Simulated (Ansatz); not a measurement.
Os (fcc (Cu type), space group No. 225) at seven volumes, the program Ansatz at the r²SCAN level (PAW), scaled uniformly. One row is withheld.

```
V (Å³/atom)  P (GPa)
-----------  -------
12.807             ?
13.230         30.06
13.652         13.75
14.074          0.00
14.496        -11.58
14.918        -21.31
15.341        -29.47
```

### Question
Fit the shown pressures and predict the withheld one.

### Answer
P = (3/2)B₀(x^(7/2) − x^(5/2))[1 + (3/4)(B′ − 4)(x − 1)] with x = (V₀/V)^(2/3). Least squares on the six rows gives V₀ = 14.074 Å³/atom, B₀ = 420 GPa, B′ = 4.76. At V = 12.807, x = 1.0649 and P = 49.63 GPa. The run itself gave 49.37 GPa.

Space group Fm-3m (fcc (Cu type)). The workflow started from an entry of the Crystallography Open Database (COD), which files this formula under 2 space groups. It is not the phase usual at ambient conditions (space group No. 194). The cell was relaxed with r²SCAN under the symmetry of its start; whether a distortion lowers the energy is not shown. The run is not spin-polarised. Scalar-relativistic: spin–orbit coupling is off unless named, which matters more the heavier the elements.

Potentials: the earlier of the program's two PAW sets.
